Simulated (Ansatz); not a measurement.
Energies of structures of TiAl3 at several levels, each column relative to the first row (I4/mmm, tI16, AFLOW prototype A3B_tI16_139_cde_e (D0_23, as in ZrAl3)), in eV/atom. Geometries are relaxed with r2SCAN (plane waves to 500 eV, PAW, scalar-relativistic; Ansatz, a program for electronic structure) unless a column says relaxed; all runs are Ansatz, PAW (cutoffs: PBEsol, relaxed 420 eV). Columns compare only within themselves.

```json
[
 {"structure": "I4/mmm, tI16, AFLOW prototype A3B_tI16_139_cde_e (D0_23, as in ZrAl3)", "r2SCAN": "0.00", "PBEsol, relaxed": "0.00"},
 {"structure": "I4/mmm, tI8, AFLOW prototype A3B_tI8_139_bd_a (D0_22, as in TiAl3)", "r2SCAN": "+0.01", "PBEsol, relaxed": "?"},
 {"structure": "Pm-3m, cP4, Cu3Au type", "r2SCAN": "+0.03", "PBEsol, relaxed": "?"},
 {"structure": "Im-3m, cI8, AFLOW prototype A3B_cI8_229_b_a (as in H3S)", "r2SCAN": "+1.02", "PBEsol, relaxed": "?"}
]
```

### Question
Fill in the missing entries.

### Answer

- I4/mmm, tI8, AFLOW prototype A3B_tI8_139_bd_a (D0_22, as in TiAl3), PBEsol, relaxed: +0.01
- Pm-3m, cP4, Cu3Au type, PBEsol, relaxed: +0.03
- Im-3m, cI8, AFLOW prototype A3B_cI8_229_b_a (as in H3S), PBEsol, relaxed: +0.97

At PBEsol, relaxed, I4/mmm, tI16, AFLOW prototype A3B_tI16_139_cde_e (D0_23, as in ZrAl3) and I4/mmm, tI8, AFLOW prototype A3B_tI8_139_bd_a (D0_22, as in TiAl3) are level within the accuracy. Against r2SCAN, PBEsol moves these energy differences by -0.05 to 0.00 eV/atom and the volumes by -1.6 % to -0.5 %.

Probably no minimum, since a slightly shaken restart fell lower: Im-3m, cI8, AFLOW prototype A3B_cI8_229_b_a (as in H3S) (by 1.01 eV/atom, to I4/mmm). Each run could gain symmetry but not lose that of its start, so entries can be saddle points. From databases, or of a type measured for this composition: I4/mmm, tI8, AFLOW prototype A3B_tI8_139_bd_a (D0_22, as in TiAl3); the others are generated cells (placed on structure types, drawn at random, substituted or restacked) that were not matched to a known phase here. Energies are at zero temperature and pressure, without zero-point motion. Each cell has its own k-point mesh; energy differences are given only to the digits this allows. No spin polarisation in the result.
